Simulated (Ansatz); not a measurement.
The relaxed structure here is a generated cell of Hg: the first start was made by placing the elements on the sites of a structure type, and the end was not matched to a known phase here, so it may be hypothetical.

The start is a generated cell, Hg built in the AFLOW prototype A_tP4_129_ac (A_d). The cell and all atomic positions are relaxed at zero pressure with PBEsol (plane waves to 420 eV, PAW, scalar-relativistic; Ansatz, a first-principles code). First-step values are on the input's coarse k-mesh.

Ansatz input (later rounds restart from its end on a renewed k-mesh):
Ansatz 0.2 input:
```yaml
crystal:
  lattice:
    - [5.1335868, 0, 0]
    - [0, 5.1335868, 0]
    - [0, 0, 3.5516831]
  atoms:
    - { symbol: Hg, position: [0, 0, 0] }
    - { symbol: Hg, position: [0.5, 0.5, 0] }
    - { symbol: Hg, position: [0.5, 0, 0.375] }
    - { symbol: Hg, position: [0, 0.5, 0.625] }
basis: { ecutwfc: 420, ecutrho_ratio: 4, xc_grid: 2, fft_grid_basis: typed }
kpoints: { mp_grid: { grid: [7, 7, 9] } }
hamiltonian:
  xc: pbesol
  dispersion: none
  pseudopotentials: { azcp: { folder: ./paw }, kind: paw }
scf: { occupations: { method: fermi_dirac, width: 0.05 } }
relax: { f_tol: 0.01, max_steps: 100, cell: { stress_tol: 0.02 } }
output: { forces: true, stress: true }
```

Q: What pressure does the first self-consistent step give?

A: +3.0 GPa (positive: the cell is compressed).

Q: Does the structure survive the relaxation? Give the final space group.

A: The space group goes from P4/nmm (No. 129) to I4/mmm (No. 139), with 1 atom in the primitive cell.

Q: How does the volume per atom move from start to end?

A: +2.3 %, from 23.40 to 23.95 Å³/atom.

Q: How do the shortest distances between atoms change?

A: The closest pairs of elements (up to four, under 3.6 Å), start → end: Hg–Hg 2.89 → 3.15 Å.

Q: What does it relax into? Give the structure.

A: 
```cif
data_Hg2
_chemical_formula_sum 'Hg2'
_space_group_name_H-M_alt 'I4/mmm'
_space_group_IT_number 139
_space_group_name_Hall '-I 4 2'
_cell_length_a 3.71167
_cell_length_b 3.71167
_cell_length_c 3.47631
_cell_angle_alpha 90.000
_cell_angle_beta 90.000
_cell_angle_gamma 90.000
loop_
_atom_site_label
_atom_site_type_symbol
_atom_site_symmetry_multiplicity
_atom_site_Wyckoff_symbol
_atom_site_fract_x
_atom_site_fract_y
_atom_site_fract_z
_atom_site_occupancy
Hg1 Hg 2 a 0.00000 0.00000 0.00000 1
```
(The calculation used a cell of 1 atom; values per cell refer to that cell.)

Final values are on a 18×18×18 k-mesh of the relaxed cell. No spin polarisation in the result.

The run could not lose the symmetry of its start, so the end can be a saddle point.
